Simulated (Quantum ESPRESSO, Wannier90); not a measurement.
## RbPbF₃ (cubic perovskite): Wannier90 run

Structure: Materials Project mp-21043, symmetrised, not relaxed again. Not found in the COD (Crystallography Open Database) copy used; not checked further. Level: PBEsol, no spin polarisation, no spin-orbit coupling; pw.x of Quantum ESPRESSO at 68 Ry with PseudoDojo potentials, 6×6×6 k-points, Wannier90. Density: 6×6×6 mesh, cold smearing 0.01 Ry. Spin-orbit coupling is left out although heavy elements are present.

On the energy scale of pw.x, whose zero is arbitrary, the valence-band maximum lies at 4.34 eV.

Input w.win:

```
num_bands = 13
num_wann = 13
exclude_bands = 1,5-12,23-36
num_iter = 1000
conv_tol = 1.0e-6
conv_window = 4
write_hr = true
write_u_matrices = true
begin projections
f=0.0759,0.2679,-0.0262:s
f=-0.1270,-0.4115,0.1809:s
f=0.1192,0.2592,0.0160:s
f=-0.3634,-0.4168,0.0885:s
f=0.4588,0.2849,-0.3246:s
f=-0.1473,0.2760,0.2953:s
f=0.1437,-0.3043,0.1731:s
f=-0.2643,-0.3166,-0.2383:s
f=-0.4797,0.1485,0.4996:s
f=-0.4470,0.0679,0.0888:s
f=0.3850,-0.0889,0.1927:s
f=0.3604,-0.0463,0.3780:s
f=0.4492,0.1895,0.2268:s
end projections
begin unit_cell_cart
ang
    4.8617200000    0.0000000000    0.0000000000
    0.0000000000    4.8617200000    0.0000000000
    0.0000000000    0.0000000000    4.8617200000
end unit_cell_cart
begin atoms_frac
Rb   0.0000000000  0.0000000000  0.0000000000
Pb   0.5000000000  0.5000000000  0.5000000000
F    0.0000000000  0.5000000000  0.5000000000
F    0.5000000000  0.0000000000  0.5000000000
F    0.5000000000  0.5000000000  0.0000000000
end atoms_frac
mp_grid = 6 6 6
begin kpoints
0.0000000000 0.0000000000 0.0000000000
0.0000000000 0.0000000000 0.1666666667
0.0000000000 0.0000000000 0.3333333333
... (213 more lines: the 6x6x6 mesh through Gamma)
end kpoints
```

Input of pw2wannier90.x that gives the overlap and projection files (equivalent; here they were cut from one run over all bands):

```
&inputpp
  outdir = './out'
  prefix = 'pwscf'
  seedname = 'w'
  write_amn = .true.
  write_mmn = .true.
/
```

Output w.wout (banner and timings cut):

```
                                    ------
                                    SYSTEM
                                    ------

                              Lattice Vectors (Ang)
                    a_1     4.861720   0.000000   0.000000
                    a_2     0.000000   4.861720   0.000000
                    a_3     0.000000   0.000000   4.861720

                   Unit Cell Volume:     114.91318  (Ang^3)

                        Reciprocal-Space Vectors (Ang^-1)
                    b_1     1.292379   0.000000   0.000000
                    b_2     0.000000   1.292379   0.000000
                    b_3     0.000000   0.000000   1.292379

 *----------------------------------------------------------------------------*
 |   Site       Fractional Coordinate          Cartesian Coordinate (Ang)     |
 +----------------------------------------------------------------------------+
 | rb   1   0.00000   0.00000   0.00000   |    0.00000   0.00000   0.00000    |
 | pb   1   0.50000   0.50000   0.50000   |    2.43086   2.43086   2.43086    |
 | f    1   0.00000   0.50000   0.50000   |    0.00000   2.43086   2.43086    |
 | f    2   0.50000   0.00000   0.50000   |    2.43086   0.00000   2.43086    |
 | f    3   0.50000   0.50000   0.00000   |    2.43086   2.43086   0.00000    |
 *----------------------------------------------------------------------------*
                                ------------
                                K-POINT GRID
                                ------------

             Grid size =  6 x  6 x  6      Total points =  216

 *---------------------------------- MAIN ------------------------------------*
 |  Number of Wannier Functions               :                13             |
 |  Number of Objective Wannier Functions     :                13             |
 |  Number of input Bloch states              :                13             |
 |  Output verbosity (1=low, 5=high)          :                 1             |
 |  Timing Level (1=low, 5=high)              :                 1             |
 |  Optimisation (0=memory, 3=speed)          :                 3             |
 |  Length Unit                               :               Ang             |
 |  Post-processing setup (write *.nnkp)      :                 F             |
 |  Using Gamma-only branch of algorithms     :                 F             |
 *----------------------------------------------------------------------------*
 *------------------------------- WANNIERISE ---------------------------------*
 |  Total number of iterations                :              1000             |
 |  Number of CG steps before reset           :                 5             |
 |  Trial step length for line search         :             2.000             |
 |  Convergence tolerence                     :         0.100E-05             |
 |  Convergence window                        :                 4             |
 |  Iterations between writing output         :                 1             |
 |  Iterations between backing up to disk     :               100             |
 |  Write r^2_nm to file                      :                 F             |
 |  Write xyz WF centres to file              :                 F             |
 |  Write on-site energies <0n|H|0n> to file  :                 F             |
 |  Use guiding centre to control phases      :                 F             |
 |  Use phases for initial projections        :                 F             |
 *----------------------------------------------------------------------------*
 *-------------------------------- PLOTTING ----------------------------------*
 |  Plotting Hamiltonian in WF basis          :                 T             |
 *----------------------------------------------------------------------------*

 *---------------------------------- K-MESH ----------------------------------*
 +----------------------------------------------------------------------------+
 |                    Distance to Nearest-Neighbour Shells                    |
 |                    ------------------------------------                    |
 |          Shell             Distance (Ang^-1)          Multiplicity         |
 |          -----             -----------------          ------------         |
 |             1                   0.215397                      6            |
 |             2                   0.304617                     12            |
 |             3                   0.373078                      8            |
 |             4                   0.430793                      6            |
 |             5                   0.481641                     24            |
 |             6                   0.527612                     24            |
 |             7                   0.609233                     12            |
 |             8                   0.646190                     30            |
       ... (lines left out)
 +----------------------------------------------------------------------------+
 | The b-vectors are chosen automatically                                     |
 | The following shells are used:                       1                     |
 +----------------------------------------------------------------------------+
 |                        Shell   # Nearest-Neighbours                        |
 |                        -----   --------------------                        |
 |                          1               6                                 |
 +----------------------------------------------------------------------------+
 | Completeness relation is fully satisfied [Eq. (B1), PRB 56, 12847 (1997)]  |
 +----------------------------------------------------------------------------+
 |                  b_k Vectors (Ang^-1) and Weights (Ang^2)                  |
 |                  ----------------------------------------                  |
 |            No.         b_k(x)      b_k(y)      b_k(z)        w_b           |
 |            ---        --------------------------------     --------        |
 |             1         0.000000    0.000000    0.215397    10.776870        |
 |             2         0.000000    0.215397    0.000000    10.776870        |
 |             3         0.215397    0.000000    0.000000    10.776870        |
 |             4         0.000000    0.000000   -0.215397    10.776870        |
 |             5         0.000000   -0.215397    0.000000    10.776870        |
 |             6        -0.215397    0.000000    0.000000    10.776870        |
 +----------------------------------------------------------------------------+
 |                           b_k Directions (Ang^-1)                          |
 |                           -----------------------                          |
 |            No.           x           y           z                         |
 |            ---        --------------------------------                     |
 |             1         0.000000    0.000000    0.215397                     |
 |             2         0.000000    0.215397    0.000000                     |
 |             3         0.215397    0.000000    0.000000                     |
 +----------------------------------------------------------------------------+

 Starting a new Wannier90 calculation ...

 Reading overlaps from w.mmn

 Reading projections from w.amn

 *------------------------------- WANNIERISE ---------------------------------*
 +--------------------------------------------------------------------+<-- CONV
 | Iter  Delta Spread     RMS Gradient      Spread (Ang^2)            |<-- CONV
 +--------------------------------------------------------------------+<-- CONV

 ------------------------------------------------------------------------------
 Initial State
  WF centre and spread    1  ( -0.380008,  2.506126, -1.745558 )    15.78014386
  WF centre and spread    2  ( -0.356001, -2.356727,  2.164844 )     5.63897723
  WF centre and spread    3  (  1.937986,  2.091147, -0.054440 )    15.04924631
  WF centre and spread    4  ( -2.159112, -2.278616,  0.157520 )     1.18508699
  WF centre and spread    5  (  2.473877,  2.096811, -2.149792 )     5.28544518
  WF centre and spread    6  ( -0.266977,  2.053049,  2.292578 )     2.80135903
  WF centre and spread    7  (  0.861155, -2.325633,  1.774352 )     6.02927297
  WF centre and spread    8  ( -1.447476, -1.966480, -1.835387 )     5.39864929
  WF centre and spread    9  ( -2.259309,  0.343021,  2.466710 )     1.11916218
  WF centre and spread   10  ( -2.296169,  1.160930,  0.867040 )    12.46280098
  WF centre and spread   11  (  2.228131, -0.704841,  1.465789 )    12.14269049
  WF centre and spread   12  (  2.177236, -0.221897,  2.302567 )     1.72081969
  WF centre and spread   13  (  2.555878,  1.131038,  1.536134 )     8.17663572
  Sum of centres and spreads (  3.069210,  1.527929,  9.242356 )    92.79028992

      0     0.928E+02     0.0000000000       92.7902898645  <-- CONV
        O_D=      9.6953232 O_OD=     74.6894389 O_TOT=     92.7902899 <-- SPRD
 ------------------------------------------------------------------------------
      1    -0.976E+01     4.7601884915       83.0323031880  <-- CONV
        O_D=      5.7465942 O_OD=     68.8801812 O_TOT=     83.0323032 <-- SPRD
      2    -0.127E+02     3.3475991731       70.3332899310  <-- CONV
        O_D=      4.6085543 O_OD=     57.3192078 O_TOT=     70.3332899 <-- SPRD
      3    -0.352E+01     3.8265249597       66.8111504510  <-- CONV
        O_D=      4.4175538 O_OD=     53.9880688 O_TOT=     66.8111505 <-- SPRD
      4    -0.203E+01     4.7386596262       64.7828730882  <-- CONV
        O_D=      3.9707245 O_OD=     52.4066208 O_TOT=     64.7828731 <-- SPRD
      5    -0.667E+01     3.6664717912       58.1151641993  <-- CONV
        O_D=      4.0535506 O_OD=     45.6560857 O_TOT=     58.1151642 <-- SPRD
       ... (lines left out)
    100    -0.243E+00     0.8128685909       11.8264376774  <-- CONV
        O_D=      0.0403922 O_OD=      3.3805176 O_TOT=     11.8264377 <-- SPRD
       ... (lines left out)
    200    -0.700E-03     0.0291835730        9.6761681796  <-- CONV
        O_D=      0.0002222 O_OD=      1.2704181 O_TOT=      9.6761682 <-- SPRD
       ... (lines left out)
    300    -0.430E-03     0.0225282388        9.6035647351  <-- CONV
        O_D=      0.0000578 O_OD=      1.1979791 O_TOT=      9.6035647 <-- SPRD
       ... (lines left out)
    400    -0.450E-03     0.0350168250        9.5648450094  <-- CONV
        O_D=      0.0000450 O_OD=      1.1592721 O_TOT=      9.5648450 <-- SPRD
       ... (lines left out)
    500    -0.643E-04     0.0090584995        9.5483967820  <-- CONV
        O_D=      0.0000208 O_OD=      1.1428481 O_TOT=      9.5483968 <-- SPRD
       ... (lines left out)
    600    -0.127E-04     0.0038180753        9.5445230354  <-- CONV
        O_D=      0.0000162 O_OD=      1.1389790 O_TOT=      9.5445230 <-- SPRD
       ... (lines left out)
    700    -0.328E-05     0.0029924509        9.5438933341  <-- CONV
        O_D=      0.0000148 O_OD=      1.1383507 O_TOT=      9.5438933 <-- SPRD
       ... (lines left out)
    729    -0.718E-06     0.0010406931        9.5438485289  <-- CONV
        O_D=      0.0000148 O_OD=      1.1383059 O_TOT=      9.5438485 <-- SPRD
    730    -0.707E-06     0.0012219045        9.5438478218  <-- CONV
        O_D=      0.0000148 O_OD=      1.1383052 O_TOT=      9.5438478 <-- SPRD
    731    -0.954E-06     0.0010289004        9.5438468679  <-- CONV
        O_D=      0.0000148 O_OD=      1.1383042 O_TOT=      9.5438469 <-- SPRD
             <<<     Delta < 1.000E-06  over  4 iterations     >>>
             <<< Wannierisation convergence criteria satisfied >>>
 Final State
  WF centre and spread    1  ( -0.029603,  2.458872, -2.148171 )     0.56039118
  WF centre and spread    2  ( -0.174163, -2.254252,  2.296588 )     0.64803141
  WF centre and spread    3  (  2.308900,  2.317330, -0.223534 )     0.71104869
  WF centre and spread    4  ( -2.164615, -2.349775, -0.063131 )     0.56926263
  WF centre and spread    5  (  2.430813,  2.430718, -2.431166 )     1.90501244
  WF centre and spread    6  ( -0.052223,  2.161221,  2.353171 )     0.56569278
  WF centre and spread    7  (  0.257384, -2.366545,  2.361094 )     0.77196631
  WF centre and spread    8  ( -2.581349, -2.206430, -4.778956 )     0.58143944
  WF centre and spread    9  ( -2.389083,  0.269926,  2.408336 )     0.79246453
  WF centre and spread   10  ( -2.227584, -0.135309,  2.284765 )     0.60975481
  WF centre and spread   11  (  2.444452, -0.069627,  2.704423 )     0.57603992
  WF centre and spread   12  (  2.171775, -0.062985,  2.326615 )     0.56770386
  WF centre and spread   13  (  2.437703,  2.239305,  0.203639 )     0.68503892
  Sum of centres and spreads (  2.432406,  2.432447,  7.293672 )     9.54384694

         Spreads (Ang^2)       Omega I      =     8.405527848
        ================       Omega D      =     0.000014796
                               Omega OD     =     1.138304223
    Final Spread (Ang^2)       Omega Total  =     9.543846868
```
